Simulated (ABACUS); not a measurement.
Input and output of a self-consistent single point for Sn (Fd-3m, 8 atoms in the cell; from Materials Project mp-117, changed as shown) (ABACUS).

Computed with PBEsol, numerical atomic orbitals DZP (confined pseudo-atomic orbitals with Gaussian additions; energy shift 0.01 Ry), PseudoDojo 0.4 standard norm-conserving PBEsol (tails mended) pseudopotentials run with ABACUS 3.10.1.

The change in words: lattice scaled by 0.98. Reference geometry (Fd-3m):
```xyz
8
Lattice="6.5174 0.0000 0.0000 0.0000 6.5174 0.0000 0.0000 0.0000 6.5174" Properties=species:S:1:pos:R:3 pbc="T T T"
Sn     0.0000     0.0000     3.2587
Sn     1.6294     4.8881     1.6294
Sn     0.0000     3.2587     0.0000
Sn     1.6294     1.6294     4.8881
Sn     3.2587     0.0000     0.0000
Sn     4.8881     4.8881     4.8881
Sn     3.2587     3.2587     3.2587
Sn     4.8881     1.6294     1.6294
```

Reference input (self-consistent single point, DFT, PBEsol, numerical atomic orbitals DZP (confined pseudo-atomic orbitals with Gaussian additions; energy shift 0.01 Ry), PseudoDojo 0.4 standard norm-conserving PBEsol (tails mended) pseudopotentials): basis = DZP numerical atomic orbitals, energy shift 0.01 Ry; KPT = Gamma 4 4 4 0 0 0; basis_type = lcao; dft_functional = PBESOL; ecutwfc = 100 Ry; smearing_method = fd; smearing_sigma = 0.00999582 Ry; potentials = PseudoDojo 0.4 standard norm-conserving PBEsol (tails mended); symmetry = 1; symmetry_prec = 1e-05; ks_solver = scalapack_gvx; scf_nmax = 100. This run's input differs from it in these lines:

```diff
@@ -28,8 +28,8 @@
 LATTICE_CONSTANT
-12.31612
+12.069798
 
 LATTICE_VECTORS
-   0.9999999953    0.0000000000    0.0000000000
-   0.0000000000    0.9999999953    0.0000000000
-   0.0000000000    0.0000000000    0.9999999953
+   0.9999999935    0.0000000000    0.0000000000
+   0.0000000000    0.9999999935    0.0000000000
+   0.0000000000    0.0000000000    0.9999999935
 
@@ -41,10 +41,10 @@
 8
-   0.0000000000    0.0000000000    0.4999999976
-   0.2499999988    0.7499999965    0.2499999988
-   0.0000000000    0.4999999976    0.0000000000
-   0.2499999988    0.2499999988    0.7499999965
-   0.4999999976    0.0000000000    0.0000000000
-   0.7499999965    0.7499999965    0.7499999965
-   0.4999999976    0.4999999976    0.4999999976
-   0.7499999965    0.2499999988    0.2499999988
+   0.0000000000    0.0000000000    0.4999999967
+   0.2499999984    0.7499999951    0.2499999984
+   0.0000000000    0.4999999967    0.0000000000
+   0.2499999984    0.2499999984    0.7499999951
+   0.4999999967    0.0000000000    0.0000000000
+   0.7499999951    0.7499999951    0.7499999951
+   0.4999999967    0.4999999967    0.4999999967
+   0.7499999951    0.2499999984    0.2499999984
 # file: KPT
```

Log, with long lists cut:

```
 SELF-CONSISTENT
 -------------------------------------------

                  longest orb rcut (Bohr) = 7.4
   longest nonlocal projector rcut (Bohr) = 2.66
                     search radius (Bohr) = 20.1

                          real space grid = [ 80, 80, 80 ]

                                 init_chg = atomic

 LCAO ALGORITHM --------------- ION=   1  ELEC=   1--------------------------------

 Density error is 0.0348327285308
 E_KohnSham     -1258.4427229763     -17121.9916391136
 E_Fermi        0.6216237708         8.4576252945

 LCAO ALGORITHM --------------- ION=   1  ELEC=   2--------------------------------

   [... lines left out ...]

   [... 4 blocks of this kind left out ...]

 LCAO ALGORITHM --------------- ION=   1  ELEC=   7--------------------------------

 Density error is 1.39355384902e-07
 E_KohnSham     -1258.4458078882     -17122.0336114929
 E_Fermi        0.6371218707         8.6684877621

 LCAO ALGORITHM --------------- ION=   1  ELEC=   8--------------------------------

 Density error is 6.24341223887e-09
 E_KohnSham     -1258.4458078882     -17122.0336114932
 E_KS(sigma->0) -1258.4442434536     -17122.0123262681
 E_entropy(-TS) -0.0031288693        -0.0425704501
 E_Fermi        0.6371218107         8.6684869452
 charge density convergence is achieved
 final etot is -17122.033611 eV
 EFERMI = 8.6684869452 eV

 STATE ENERGY(eV) AND OCCUPATIONS    NSPIN == 1
   [... 65 lines left out ...]

 TOTAL-FORCE (eV/Angstrom)
                       Sn1         0.0000000000         0.0000000000         0.0000000000
                       Sn2         0.0000000000         0.0000000000         0.0000000000
                       Sn3         0.0000000000         0.0000000000         0.0000000000
                       Sn4         0.0000000000         0.0000000000         0.0000000000
                       Sn5         0.0000000000         0.0000000000         0.0000000000
                       Sn6         0.0000000000         0.0000000000         0.0000000000
                       Sn7         0.0000000000         0.0000000000         0.0000000000
   [... lines left out ...]

 TOTAL-STRESS (KBAR)
        34.6437410402         0.0000000000        -0.0000000000
         0.0000000000        34.6437410402        -0.0000000000
        -0.0000000000         0.0000000000        34.6437410402
 TOTAL-PRESSURE: 34.643741 KBAR

 --------------------------------------------
 !FINAL_ETOT_IS -17122.0336114931560587 eV
 --------------------------------------------
```

The run converged in 8 iterations. Against the reference run the free energy goes up by 23.1 meV/atom and the pressure goes from 0.35 to 3.46 GPa.

The atom-centred basis is finite, which shifts total energies and pressures against plane waves. The structure comes from a collection of computed structures, made at another level of theory; the collection holds predicted forms beside known ones. Its lattice was then scaled. No clean gap shows at this smearing width and mesh (spacing up to 0.25 Å⁻¹); the mesh is coarse for partly filled bands, so the values carry mesh errors. Semi-local functionals can close small gaps.

Cost on one core: about 60 core-seconds (a rough figure).

The atomic orbitals were generated for these runs; they are not ABACUS's published sets and were checked against plane waves on a few crystals only.

“Tails mended”: in these copies of the files the far tail of each local potential was reset to the Coulomb form.
